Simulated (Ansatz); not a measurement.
SbI$_{3}$:
```xyz
8
Lattice="3.6413 2.1023 6.6271 -3.6413 2.1023 6.6271 0.0000 -4.2047 6.6271" Properties=species:S:1:pos:R:3 pbc="T T T"
Sb     0.0000     0.0000     3.3174
Sb     0.0000     0.0000    16.5638
I      1.2323    -2.0967     8.1823
I     -1.2323     2.0967    11.6989
I     -2.4319    -0.0189     8.1823
I      2.4319     0.0189    11.6989
I      1.1996     2.1156     8.1823
I     -1.1996    -2.1156    11.6989
```

Relaxed with LDA. Special points in fractions of this cell's reciprocal vectors: Γ (0.000, 0.000, 0.000); T (0.500, 0.500, 0.500); H2 (0.766, 0.234, 0.500); H0 (0.500, -0.234, 0.234); L (0.500, 0.000, 0.000); S0 (0.367, -0.367, 0.000); S2 (0.633, 0.000, 0.367); F (0.500, 0.000, 0.500).

List the band energies nearest the valence-band maximum at these points for plane-wave PAW LDA (Ansatz code).

In eV from the valence-band maximum; about four levels below and three above (degenerate sets whole), none deeper than 8.9 eV; points with the same levels are listed once.

| k | below | above |
|---|---|---|
| Γ | -0.70 -0.70 -0.68 -0.22 | 2.01 2.17 2.17 |
| T | -0.79 -0.79 -0.67 -0.67 -0.05 | 1.90 2.27 2.27 |
| H2 | -0.85 -0.74 -0.53 -0.30 | 2.23 2.39 2.60 |
| L | -0.81 -0.80 -0.52 -0.24 | 2.14 2.36 2.52 |
| S0 | -0.87 -0.80 -0.59 -0.24 | 2.11 2.29 2.58 |
| F | -0.90 -0.64 -0.20 -0.20 | 2.01 2.12 2.66 |

Space group R-3. The first step of the workflow began from a Materials Project structure, measured or hypothetical; the Crystallography Open Database files this formula in space group No. 148, but the cells were not matched. Its standing as an ambient phase is unchecked. The cell was relaxed with LDA under the symmetry of its start; its stability against distortions is not shown here. A crystal of weakly bound layers computed without a dispersion correction: the cell and the soft elastic constants depend strongly on that. Scalar-relativistic: spin–orbit coupling is off unless named, which matters more the heavier the elements.

Potentials: the later of the program's two PAW sets.
